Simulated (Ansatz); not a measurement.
ReW:
```yaml
crystal:
  lattice:
    - [3.13089, 0.00000, 0.00000]
    - [0.00000, 3.13089, 0.00000]
    - [0.00000, 0.00000, 3.13089]
  atoms:
    - { symbol: W, position: [0.00000, 0.00000, 0.00000] }
    - { symbol: Re, position: [0.50000, 0.50000, 0.50000] }
```

Relaxed with r²SCAN. Special points in fractions of this cell's reciprocal vectors: Γ (0.000, 0.000, 0.000); X (0.000, 0.500, 0.000); M (0.500, 0.500, 0.000); R (0.500, 0.500, 0.500).

**Question.** List the band energies nearest the Fermi level at these points for DFT-r²SCAN with spin–orbit coupling in the program Ansatz with PAW potentials.

**Answer.** In eV from the Fermi level; about four levels below and three above (degenerate sets whole), none deeper than 8.9 eV; points with the same levels are listed once.

```
k                                below                above
-  -----------------------------------  -------------------
Γ  -2.56 -2.56 -2.56 -2.56 -1.99 -1.99  1.62 1.62 1.62 1.62
X              -0.85 -0.85 -0.16 -0.16  1.10 1.10 2.30 2.30
M              -0.19 -0.19 -0.16 -0.16  1.05 1.05 1.47 1.47
R              -3.71 -3.71 -3.71 -3.71  1.88 1.88 1.88 1.88
```

Space group Pm-3m (CsCl type). The cell is a constructed one: a structure type filled with these elements; neither database checked (COD, Materials Project) lists it. Whether it is the stable phase at ambient conditions was not checked. The r²SCAN relaxation kept the symmetry of its start; its stability against distortions is not shown here. The run is not spin-polarised.

Potentials: the earlier of the program's two PAW sets.
